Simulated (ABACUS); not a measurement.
ABACUS run on MgZn3S4 (Pm, 8 atoms in the cell; from Materials Project mp-1221971, changed as shown): self-consistent single point.

Level of theory: LDA (PW92), PseudoDojo 0.4 standard norm-conserving LDA (tails mended) pseudopotentials (plane waves; ABACUS 3.10.1).

The change in words: lattice vector b scaled by 1.01. Reference geometry (Pm):
```xyz
8
Lattice="6.3596 0.0000 0.0000 0.0000 3.8834 0.0000 -0.0053 0.0000 6.7434" Properties=species:S:1:pos:R:3 pbc="T T T"
Mg     3.1788     0.0000     4.4945
Zn     3.1764     1.9417     1.1241
Zn     6.3507     1.9417     5.6409
Zn     6.3496     0.0000     2.2240
S      0.7151     0.0000     4.4871
S      0.8074     1.9417     1.1288
S      4.0040     1.9417     5.6881
S      3.9902     0.0000     2.1855
```

Reference input (self-consistent single point, DFT, LDA (PW92), plane waves, PseudoDojo 0.4 standard norm-conserving LDA (tails mended) pseudopotentials): KPT = Gamma 2 3 2 0 0 0; basis_type = pw; dft_functional = PWLDA; ecutwfc = 84 Ry; smearing_method = fixed; potentials = PseudoDojo 0.4 standard norm-conserving LDA (tails mended); symmetry = 1; symmetry_prec = 1e-05; ks_solver = dav; scf_nmax = 100; scf_thr = 1.0e-09 Ry; mixing_type = broyden. This run's input differs from it in these lines:

```diff
@@ -29,3 +29,3 @@
    6.3596220000    0.0000000000    0.0000000000
-   0.0000000000    3.8833790000    0.0000000000
+   0.0000000000    3.9222130000    0.0000000000
   -0.0053090000    0.0000000000    6.7434170000
```

Log, with long lists cut:

```
 SELF-CONSISTENT
 -------------------------------------------
                                 init_chg = atomic

 PW ALGORITHM --------------- ION=   1  ELEC=   1--------------------------------

 Notice: Threshold on eigenvalues was too large.

 Density error is 0.414067569951
                          Error Threshold = 0.000438495386344
 E_KohnSham     -1460.9701546449     -19877.5187111120
 E_Fermi        0.3729587228         5.0743637485

 PW ALGORITHM --------------- ION=   1  ELEC=   2--------------------------------

 Density error is 0.0784998473415
                          Error Threshold = 0.000440497414842
   [... lines left out ...]

 Density error is 4.82358590402e-09
                          Error Threshold = 5.01845427731e-11
 E_KohnSham     -1461.0943156772     -19879.2080086212
 E_Fermi        0.4118547197         5.6035709363

 PW ALGORITHM --------------- ION=   1  ELEC=   9--------------------------------

 Density error is 3.43289704386e-10
                          Error Threshold = 5.13147436598e-12
 E_KohnSham     -1461.0943156778     -19879.2080086293
 E_KS(sigma->0) -1461.0943156778     -19879.2080086293
 E_entropy(-TS) 0.0000000000         0.0000000000
 E_Fermi        0.4118554136         5.6035803776
 charge density convergence is achieved
 final etot is -19879.208009 eV
 EFERMI = 5.6035803776 eV

 STATE ENERGY(eV) AND OCCUPATIONS    NSPIN == 1
   [... 54 lines left out ...]

 TOTAL-FORCE (eV/Angstrom)
                       Mg1         0.0505410133         0.0000000000         0.0684192502
                       Zn1         0.0392460743         0.0000000000        -0.0135569202
                       Zn2        -0.0203482428         0.0000000000         0.0026783474
                       Zn3        -0.0082282417         0.0000000000         0.0143952739
                        S1        -0.1607201906         0.0000000000         0.0219890354
                        S2        -0.0067916526         0.0000000000         0.0011246950
                        S3         0.0695516933         0.0000000000         0.0789832431
   [... lines left out ...]

 TOTAL-STRESS (KBAR)
       -52.6582674754         0.0000000000        -0.2514063572
         0.0000000000       -52.8503140306         0.0000000000
        -0.2514063572         0.0000000000       -53.0610441036
 TOTAL-PRESSURE: -52.856542 KBAR

 --------------------------------------------
 !FINAL_ETOT_IS -19879.2080086293244676 eV
 --------------------------------------------
```

The run converged in 9 iterations. Against the reference run the free energy goes up by 6.1 meV/atom, the pressure goes from -4.74 to -5.29 GPa and the largest force goes from 0.166 to 0.178 eV/Å.

The structure comes from a collection of computed structures, made at another level of theory; the collection holds predicted forms beside known ones. Its lattice was then scaled.

Cost on one core: roughly 2.4 core-minutes.

“Tails mended”: in these copies of the files the far tail of each local potential was reset to the Coulomb form.
